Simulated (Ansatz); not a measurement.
ZrCu2P2 in space group P-3m1 (No. 164; Zr on 1a, Cu on 2d, P on 2d), DFT-PBE in the program Ansatz with PAW potentials, all energies at zero smearing, with the estimated change up to a 700 eV cutoff added, with one set of potentials and settings (totals compare only within such a set). Cell of 5 atoms (1 Zr, 2 Cu, 2 P): -18949.006 eV.

| element | reference phase | E (eV/atom) |
|---|---|---|
| Zr | P6_3/mmc, 2 atoms in the cell | -4183.8362 |
| Cu | Fm-3m, 1 atoms in the cell | -6625.1757 |
| P | Cmce, 4 atoms in the cell | -755.6743 |

Formation energy per atom, worked out: (-18949.006 − 1×(-4183.8362) − 2×(-6625.1757) − 2×(-755.6743))/5 = -0.694 eV/atom (-67 kJ per mol of atoms), at 0 K, without zero-point energy or fitted corrections.

The workflow started from a Materials Project entry (that database holds measured and hypothetical structures alike); the Crystallography Open Database copy checked does not list it. Its standing as an ambient phase is unchecked. The cell was relaxed with PBE under the symmetry of its start; of distortions, only those at the zone centre were tested. No spin polarisation was allowed. The references are the lowest solids computed at this level, not always the standard phases.

Potentials: the later of the program's two PAW sets.
